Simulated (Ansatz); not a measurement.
## What a trial cell of GaBiSe₄ relaxes into

Level of theory: DFT PBE, scalar-relativistic, plane waves, PAW (Ansatz 0.2.0). Cutoff 420 eV, Gaussian smearing, Γ-centred meshes. Cell and atoms relax first on a coarse mesh and then on a finer one. In between, the cell is made exact in the group found at 0.06 Å. In metals the finer mesh still leaves noise of several meV/atom or more. The steps can't lower the symmetry of their start. No spin polarisation.

The cell of GaBiSe₄ is invented: random cell by space group and Wyckoff sites (P4/mmm, No. 123). The dimensions are guesses.

```xyz
6
Lattice="5.2255 0.0000 0.0000 0.0000 5.2255 0.0000 0.0000 0.0000 5.8757" Properties=species:S:1:pos:R:3 pbc="T T T"
Ga    0.0000    0.0000    0.0000
Bi    2.6128    2.6128    2.9379
Se    0.0000    2.6128    2.9379
Se    2.6128    0.0000    2.9379
Se    0.0000    0.0000    2.9379
Se    2.6128    2.6128    0.0000
```

The zero of energy is the elements' standard structures at the same level; no fitted shifts are applied.

Question: What does it relax into?

Answer: The symmetry stays P4/mmm (No. 123). The volume per atom grows by 13.8 %, from 26.7 to 30.4 Å³. The shortest distance goes from 2.61 Å (Bi–Se and Se–Se) to 2.83 Å (Bi–Se and Se–Se). The ratio c/a of the conventional cell changes by a factor of 0.89. The energy falls by about 0.12 eV/atom (the start's value is from the coarse mesh). Conventional cell: a = 5.669 Å, c = 5.682 Å. Around Ga lie 2 Se at 2.84 Å; Bi is surrounded by 6 Se at 2.83–2.84 Å; around Se on a site of symmetry mmm lie 2 Bi at 2.83 Å and 2 Se at 2.83 Å; Se on a site of symmetry 4/mmm is surrounded by 4 Se at 2.83 Å and 2 Ga at 2.84 Å; Se on a second site of symmetry 4/mmm is surrounded by 2 Bi at 2.84 Å.

Space group P4/mmm (No. 123). a = 5.669 Å, b = 5.669 Å, c = 5.682 Å, α = 90.00°, β = 90.00°, γ = 90.00°
```csv
atom,site,symmetry,x,y,z
Ga,1a,4/mmm,0.0000,0.0000,0.0000
Bi,1d,4/mmm,0.5000,0.5000,0.5000
Se,2e,mmm.,0.0000,0.5000,0.5000
Se,1b,4/mmm,0.0000,0.0000,0.5000
Se,1c,4/mmm,0.5000,0.5000,0.0000
```

Question: How does it come out in energy, and is it a metal?

Answer: The energy over the elements is +0.11 eV/atom and the gap on the 8×8×8 mesh of the 6-atom cell is 0 eV (a metal).

The separate elements lie lower, so it is unstable against them.

The last run used Gaussian smearing of 0.10 eV. These runs have no spin–orbit coupling, which can matter for Bi. The reference form of Se is held partly by dispersion forces, which this level lacks. A structure relaxed within its symmetry needn't be a true minimum. In all, the 3 runs took 7.9 min on 1 thread of AMD EPYC (Zen 3) (shared host). Another cell of GaBiSe4 relaxed alike, in Cmmm, lies 79 meV/atom lower, so this cell isn't the stable form at this level.
